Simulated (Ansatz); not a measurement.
A distorted cell of GaSb (zinc blende):

```
GaSb
1.0
    0.00000     6.21351     6.21351
    3.10675     0.00000     3.10675
    3.10675     3.10675     0.00000
Sb Ga
2 2
Direct
  0.40107   0.80214   0.69786
  0.87500   0.75000   0.75000
  0.00000   0.00000   0.00000
  0.50000   0.00000   0.00000
```

Level of theory: PBE (plane waves to 420 eV, PAW, scalar-relativistic; Ansatz, a quantum-chemistry and plane-wave program). k mesh 11×11×11 (Γ-centred), Fermi-Dirac smearing 0.05 eV. The energy includes the smearing's −TS. Stress and pressure are positive under compression. With partly filled bands, energies and forces of such displacements shift with the k mesh and the smearing. At this level the bands of GaSb touch or barely overlap; measurements give the solid a gap. GaSb was relaxed with its symmetry unable to fall. Spin-orbit coupling is left out, though Sb is heavy.

Predict the force on every atom, in eV/Å.


| atom | Fx | Fy | Fz |
|---|---|---|---|
| Sb1 | 0.129 | -0.129 | -2.344 |
| Sb2 | -0.113 | 0.113 | 0.186 |
| Ga3 | -0.264 | 0.264 | 0.402 |
| Ga4 | 0.248 | -0.248 | 1.756 |

Give the stress tensor in GPa and the pressure.


```
    1.4      2.8      0.0
    2.8      1.4      0.0
    0.0      0.0      0.2
```
The pressure, a third of the trace, is 1.0 GPa.

In it atom 1 sits (0.000, 0.000, 0.324) Å away from its relaxed site. What is its energy relative to the relaxed cell?

392 meV/cell.

(A displaced cell: forces are minus the slopes of the energy, force constants its curvatures, and phonons follow from these.)
